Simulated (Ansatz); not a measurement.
# MgO: from a starting cell to a relaxed one

The start is a generated trial cell of MgO in the cinnabar structure type. A full variable-cell relaxation at zero pressure is run with r2SCAN (plane waves to 500 eV, PAW, scalar-relativistic; Ansatz, a quantum-chemistry and plane-wave program). The first steps use a coarse 8×8×3 k-mesh.

Initial structure:
```
CELL_PARAMETERS angstrom
      3.22648     0.00000     0.00000
     -1.61324     2.79422     0.00000
      0.00000     0.00000     7.39172
ATOMIC_POSITIONS crystal
  Mg 0.71980 0.00000 0.66667
  Mg 0.00000 0.71980 0.33333
  Mg 0.28020 0.28020 0.00000
  O  0.48890 0.00000 0.16667
  O  0.00000 0.48890 0.83333
  O  0.51110 0.51110 0.50000
```

Question: What symmetry does the relaxed structure have?

Answer: The space group goes from P3₂21 (No. 154) to Fm-3m (No. 225); the end is rock salt type, with 2 atoms in the primitive cell.

Question: How much energy is released per atom?

Answer: 0.49 eV/atom.

Question: How does the volume change?

Answer: -16.4 %, from 11.11 to 9.29 Å³/atom.

Question: How do the shortest distances between atoms change?

Answer: The closest pairs of elements (up to four, under 3.6 Å), start → end: Mg–O 1.84 → 2.10 Å; Mg–Mg 2.92 → 2.97 Å; O–O 2.95 → 2.97 Å.

Question: What band gap does the relaxed structure have at this level?

Answer: 5.68 eV, direct at Γ (no spin-orbit coupling).

Question: Give the final cell and atomic positions.

Answer: 
Space group Fm-3m (No. 225); a = b = c = 4.204 Å, α = β = γ = 90.00°

```csv
atom,site,symmetry,x,y,z
Mg,4b,m-3m,0.5000,0.5000,0.5000
O,4a,m-3m,0.0000,0.0000,0.0000
```
(The calculation used a cell of 2 atoms; values per cell refer to that cell.)

Final values are on a 13×13×13 k-mesh of the relaxed cell. No spin polarisation in the result.

The run could not lose the symmetry of its start.
